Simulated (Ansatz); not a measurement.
Mg3Sb2 (A-La2O3 type, space group P-3m1)

```yaml
crystal:
  lattice:
    - [4.55082, 0.00000, 0.00000]
    - [-2.27541, 3.94112, 0.00000]
    - [0.00000, 0.00000, 7.18056]
  atoms:
    - { symbol: Sb, position: [0.33333, 0.66667, 0.22416] }
    - { symbol: Sb, position: [0.66667, 0.33333, 0.77584] }
    - { symbol: Mg, position: [0.00000, 0.00000, 0.00000] }
    - { symbol: Mg, position: [0.33333, 0.66667, 0.63261] }
    - { symbol: Mg, position: [0.66667, 0.33333, 0.36739] }
```

The slice is a (0001) plane (indices of the conventional cell) through the point (0.667, 0.333, 0.776) (fractional), spanned by u = [110] and v = [1 -1 0] in vectors of this cell: u (4.55 Å) and v (7.88 Å, at 90° to u). It covers one period; positions are fractions (u, v).

Calculation: PBEsol (plane waves to 420 eV, PAW, scalar-relativistic; Ansatz, a first-principles code). k mesh 12×12×7. Near the nuclei the fields are pseudised (PAW); where an atom keeps semicore shells as valence, they peak there. Mg3Sb2 was relaxed with its symmetry unable to fall. Spin-orbit coupling is left out, though Sb is heavy.

Problem. Predict the map of the electrostatic potential energy of an electron, from the cell's mean on the slice.

Solution. 
| v \ u | 0.00 | 0.14 | 0.29 | 0.43 | 0.57 | 0.71 | 0.86 |
|---|---|---|---|---|---|---|---|
| 0.88 | x | -1.7 | 5.4 | 5.8 | 5.8 | 5.4 | -1.7 |
| 0.75 | 1.8 | 3.8 | 5.9 | 6.0 | 6.0 | 5.9 | 3.8 |
| 0.62 | -0.7 | 2.3 | 2.6 | <-2.0 | <-2.0 | 2.6 | 2.3 |
| 0.50 | 5.6 | 5.0 | x | x | x | x | 5.0 |
| 0.38 | 5.6 | 5.9 | 3.2 | <-2.0 | <-2.0 | 3.2 | 5.9 |
| 0.25 | 5.9 | 6.1 | 5.1 | 2.4 | 2.4 | 5.1 | 6.1 |
| 0.12 | x | -1.8 | 3.6 | 0.2 | 0.2 | 3.6 | -1.8 |
| 0.00 | x | x | 1.6 | 5.6 | 5.6 | 1.6 | x |

Values: electrostatic potential energy of an electron, from the cell's mean, in eV. Points within 1 Å of a nucleus are blanked (x), as the pseudised field means little there. Values under -2 eV are set to -2. The zero, the cell's mean, hangs on the PAW cores.
